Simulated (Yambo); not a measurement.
Yambo run on LiTaS2 (space group P6_3/mmc, No. 194). The wavefunctions are PBEsol (pw.x of Quantum ESPRESSO, ONCV potentials, no spin-orbit coupling) ones on a 6×6×1 mesh (28 occupied bands); a = b = 3.349 Å, c = 12.888 Å, α = β = 90.00°, γ = 120.00°.

Yambo input:

```
rim_cut
gw0
dyson
el_el_corr
HF_and_locXC
ppa
em1d
RandQpts= 1000000
RandGvec= 1 Ry
EXXRLvcs= 74 Ry
VXCRLvcs= 296 Ry
Chimod= "HARTREE"
% BndsRnXp
 5 | 185 |
%
NGsBlkXp= 7 Ry
% LongDrXp
 1.0 | 1.0 | 1.0 |
%
PPAPntXp= 27.2114 eV
% GbndRnge
 1 | 122 |
%
GTermKind= "BG"
DysSolver= "n"
ExtendOut
% QPkrange
 1 | 1 | 28 | 29 |
 5 | 5 | 29 | 29 |
%
```

k points by index: 1 = Γ, 5 = (0.167, 0.167, 0).

The o-*.qp file then holds:

```
#    K-point    Band    Eo [eV]    E [eV]    E-Eo [eV]    Vxc [eV]    Vnlxc [eV]    Sc|Eo [eV]    Sc|E [eV]    dSc/dw|Eo [eV]    Re(Z)    Im(Z)
#
    1    28    0.000000    0.114529    0.114529    -14.50779    -14.12377    -0.240012    -0.269493    -7.005622    0.795257    -0.001307
    1    29    1.717754    2.101274    0.383520    -14.29133    -9.929603    -3.876817    -3.978205    -7.192162    0.790946    -0.001091
    5    29    0.704474    1.127611    0.423137    -13.15529    -8.931517    -3.696115    -3.800638    -6.720252    0.801945    -0.001282
```
(The two width columns are left out.) Convergence of these settings isn't established.

Geometry of the Materials Project entry, not relaxed at this level.

The structure is a Materials Project entry; no match was found in the copy of COD used, and its stability was not checked.
